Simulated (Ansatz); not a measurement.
Given:

MoS2:
```cif
data_Mo3S6
_chemical_formula_sum 'Mo3 S6'
_space_group_name_H-M_alt 'R3m :H'
_space_group_IT_number 160
_space_group_name_Hall 'R 3 -2"'
_cell_length_a 3.15309
_cell_length_b 3.15309
_cell_length_c 17.99458
_cell_angle_alpha 90.000
_cell_angle_beta 90.000
_cell_angle_gamma 120.000
loop_
_atom_site_label
_atom_site_type_symbol
_atom_site_symmetry_multiplicity
_atom_site_Wyckoff_symbol
_atom_site_fract_x
_atom_site_fract_y
_atom_site_fract_z
_atom_site_occupancy
Mo1 Mo 3 a 0.00000 0.00000 0.00024 1
S1 S 3 a 0.00000 0.00000 0.57998 1
S2 S 3 a 0.00000 0.00000 0.75376 1
```
(The calculation used a cell of 3 atoms; values per cell refer to that cell.)

This is the PBE+D3(BJ)-relaxed structure.

### Question
All from plane-wave PAW PBE+D3(BJ) (Ansatz code), unless another level is named. Give the formation energy from the elements (no fitted shifts).

### Answer
-0.93 eV/atom.

### Question
Predict the electron effective mass.

### Answer
0.50, 0.63, 0.78 mₑ (principal values).

### Question
And the hole effective mass?

### Answer
0.59, 0.59, 1.0 mₑ (principal values).

### Question
Predict the weight of the conduction-edge state by species (Voronoi cells).

### Answer
Mo 54 %, S 46 %.

Symmetry was held in the PBE+D3(BJ) relaxation. The run is not spin-polarised. The references are the lowest solids computed at this level, not always the standard phases. Spin–orbit coupling is left out wherever it is not named.

Potentials: the later of the program's two PAW sets.

Edges and masses are those of Kohn–Sham bands, whose gap is no quasiparticle gap.
